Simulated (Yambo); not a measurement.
Optical response of KScMo2O8

```
CELL_PARAMETERS angstrom
      5.88499     0.00000     0.00000
     -2.94250     5.09655     0.00000
      0.00000     0.00000     7.40487
ATOMIC_POSITIONS crystal
  O  0.32900 0.16450 0.82808
  O  0.67100 0.83550 0.17192
  O  0.83550 0.16450 0.82808
  O  0.16450 0.83550 0.17192
  O  0.83550 0.67100 0.82808
  O  0.16450 0.32900 0.17192
  O  0.33333 0.66667 0.48437
  O  0.66667 0.33333 0.51563
  K  0.00000 0.00000 0.50000
  Sc 0.00000 0.00000 0.00000
  Mo 0.33333 0.66667 0.24818
  Mo 0.66667 0.33333 0.75182
```

Yambo, RPA with local fields on LDA bands shifted by a G0W0 scissor of 2.53 eV; 3×3×2 mesh, 178 bands, 3 Ry local-field block, 0.2 eV broadening; field along x.

```csv
E (eV),Im ε,Re ε,"Im ε, independent particles"
0.0,0.00,2.81,0.00
0.5,0.00,2.82,0.01
1.0,0.01,2.83,0.01
1.5,0.01,2.85,0.02
2.0,0.02,2.89,0.02
2.5,0.02,2.94,0.03
3.0,0.03,3.00,0.04
3.5,0.04,3.08,0.06
4.0,0.05,3.19,0.08
4.5,0.07,3.34,0.12
5.0,0.10,3.55,0.18
5.5,0.18,3.87,0.33
6.0,0.51,4.46,0.98
6.5,1.22,4.72,2.81
7.0,2.39,4.54,5.87
7.5,3.02,3.75,4.35
8.0,2.91,3.21,4.00
8.5,3.40,2.29,3.44
9.0,2.50,1.74,2.76
9.5,2.43,1.85,2.94
10.0,2.20,1.55,2.89
10.5,2.29,1.93,2.73
11.0,2.23,1.79,2.88
11.5,2.69,1.48,2.77
12.0,2.65,1.28,2.77
12.5,2.63,0.91,2.30
13.0,2.57,0.31,1.76
13.5,2.33,-0.32,1.35
14.0,1.32,-0.27,1.06
14.5,0.99,0.09,0.86
15.0,0.94,0.42,0.86
15.5,0.95,0.45,0.78
16.0,0.82,0.55,0.72
16.5,0.83,0.59,0.86
17.0,0.80,0.66,0.85
17.5,0.70,0.64,0.78
18.0,0.68,0.76,0.83
18.5,0.66,0.81,0.79
19.0,0.81,0.80,0.95
19.5,0.70,0.74,0.81
20.0,0.73,0.75,0.87
```

Peak heights and small wiggles depend on the k mesh. Convergence of the RPA response with its 3×3×2 mesh was not tested. The scissor comes from a G0W0 run whose convergence isn't established. No excitonic effects at this level.

Spin-orbit coupling is not included.

Geometry of the Materials Project entry, not relaxed at this level.

The structure is a Materials Project entry; no match was found in the copy of COD used, and its stability was not checked.
